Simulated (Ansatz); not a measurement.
# Ba₆Bi₂B, a known structure type with other elements, at an estimated volume

```yaml
crystal:
  lattice:
    - [9.02316, 0.00000, 0.00000]
    - [-4.51158, 7.81429, 0.00000]
    - [0.00000, 0.00000, 4.57036]
  atoms:
    - { symbol: B, position: [0.00000, 0.00000, 0.50000] }
    - { symbol: Ba, position: [0.23500, 0.00000, 0.00000] }
    - { symbol: Ba, position: [0.76500, 0.76500, 0.00000] }
    - { symbol: Ba, position: [0.00000, 0.23500, 0.00000] }
    - { symbol: Ba, position: [0.60100, 0.00000, 0.50000] }
    - { symbol: Ba, position: [0.39900, 0.39900, 0.50000] }
    - { symbol: Ba, position: [0.00000, 0.60100, 0.50000] }
    - { symbol: Bi, position: [0.33330, 0.66670, 0.00000] }
    - { symbol: Bi, position: [0.66670, 0.33330, 0.00000] }
```

Method: r2SCAN, no spin polarisation; PAW, plane waves to 500 eV, 5×5×8 Γ-centred mesh, cold occupations (width 0.0841 eV) (Ansatz 0.2.0), atoms fixed.

Contacts: B–Ba at 3.12 Å: least valence density 0.17 e/Å³ and ELF 0.24 there. Ba–Bi at 3.54 Å: least valence density 0.13 e/Å³ and ELF 0.16 there. Ba–Ba at 3.67 Å: least valence density 0.07 e/Å³ and ELF 0.03 there. These are pseudo-fields; inside the PAW spheres they differ from the all-electron ones.
Stress: The pressure is 3.0 GPa (compression positive), so with the atoms held at these fractions the cell would first expand. The principal stresses 2.4, 2.4, 4.1 GPa differ, so its shape would change too.
Electronic structure: It is a metal, with about 6.1 states/eV a cell as the mean within 0.25 eV of the Fermi level.
Forces: The largest is on Ba2 (and as large on other atoms): 0.44 eV/Å, components (-0.44, 0.00, 0.00). It makes 47° with the line to a nearest neighbour, B1 at 3.12 Å.

Origin: a known structure type with other elements, at an estimated volume, so it need not be a known compound. Caveats: many states at the Fermi level without spin polarisation, so a magnetic state may lie lower.
